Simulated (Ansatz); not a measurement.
A structure of SnTe relaxed with PBEsol (plane waves to 420 eV, PAW, scalar-relativistic; Ansatz, a program for electronic structure); single points at other levels follow on the same geometry (Ansatz, PAW; PBEsol+SOC at 420 eV on a 13×13×13 k-mesh; spin-orbit coupling only where +SOC is written). Space group Fm-3m (No. 225).

SnTe has the cubic space group Fm-3m (No. 225), the rock salt structure, Pearson symbol cF8. Conventional cell: a = b = c = 6.2890 Å, α = β = γ = 90.00°. Sn on 4a has 6 Te at 3.144 Å (octahedral). Te on 4b sees 6 Sn at 3.144 Å (octahedral). (Neighbours: up to the widest gap in distance over summed covalent radii, below 1.35, at either atom; cation-cation and far metal-metal contacts left out.)
(The calculation used a cell of 2 atoms; values per cell refer to that cell.)

| level | gap (eV) | kind | conduction minimum |
|---|---|---|---|
| PBEsol | 0.16 | direct | 11 % of the way from L to W |
| PBEsol+SOC | ___ | ___ | ___ |

Q: Fill in the missing entries.

A: 
- PBEsol+SOC, gap (eV): 0.26
- PBEsol+SOC, kind: indirect
- PBEsol+SOC, conduction minimum: 11 % of the way from L to W

The shift from spin-orbit coupling is approximate. No spin polarisation in the result.

Measured for SnTe: a 6.316 Å (room temperature; as listed in Ayanesh Maiti et al., Applied Physics Letters (2022)); gap 0.18 eV (room temperature; as listed in DAVID J. SINGH, Functional Materials Letters (2010)). Computed minus measured — a: PBEsol -0.4 %; gap: PBEsol -0.02 eV, PBEsol, with spin-orbit coupling +0.08 eV. The computed values are for a static lattice, and a measured gap can be an optical one, lowered by exciton binding.

The run could not lose the symmetry of its start.
